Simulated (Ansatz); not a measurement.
## What DFT gives for Ca₂AlB₂

```
B Ca Al
1.0
     0.00000    0.00000    3.72805
     3.98717   -2.64553    1.86402
     3.98717    2.64553   -1.86402
B Ca Al
2 2 1
Direct
  0.78980 0.71020 0.28980
  0.21020 0.28980 0.71020
  0.50000 0.71145 0.71145
  0.50000 0.28855 0.28855
  0.00000 0.00000 0.00000
```

Single point in Ansatz 0.2.0 with r2SCAN, no spin polarisation. Cutoff 500 eV, PAW datasets, 8×8×8 Γ-centred k mesh, gaussian filling (width 0.2734 eV).

Forces: The largest is on B1 (and as large on other atoms): 0.97 eV/Å, components (0.00, 0.97, 0.00). It makes 0° with the line to a nearest neighbour, B2 at 2.22 Å, pointing towards it.
Contacts: B–B at 2.22 Å: least valence density 0.41 e/Å³ and ELF 0.78 there. Ca–B at 2.75 Å: least valence density 0.16 e/Å³ and ELF 0.09 there. B–Al at 2.41 Å is left out, since its least density falls inside a PAW sphere. Both are smooth PAW fields, read partly inside the augmentation spheres.
Charges: Bader charges in e: Ca +1.26, Al +0.93, B -1.73. In the mean Ca gives up most and B takes most.
Stress: The pressure is 6.3 GPa (compression positive), so with the atoms held at these fractions the cell would first expand; the forces are large, so a full relaxation may end otherwise. The principal stresses -3.2, 5.1, 17.2 GPa differ, so its shape would change too.
Electronic structure: It is a metal, with about 3.5 states/eV a cell as the mean within 0.25 eV of the Fermi level, mostly B p (62 %) and Al p (17 %).
Formation energy: 0.29 eV an atom against the elements' usual phases (free molecules for gases, crystals otherwise, with no correction for O₂ or N₂), so at this geometry it isn't bound against them. Relaxing would lower it.

Origin: a known structure type with other elements, at an estimated volume, so it need not be a known compound. Caveats: many states at the Fermi level without spin polarisation, so a magnetic state may lie lower; wide smearing.
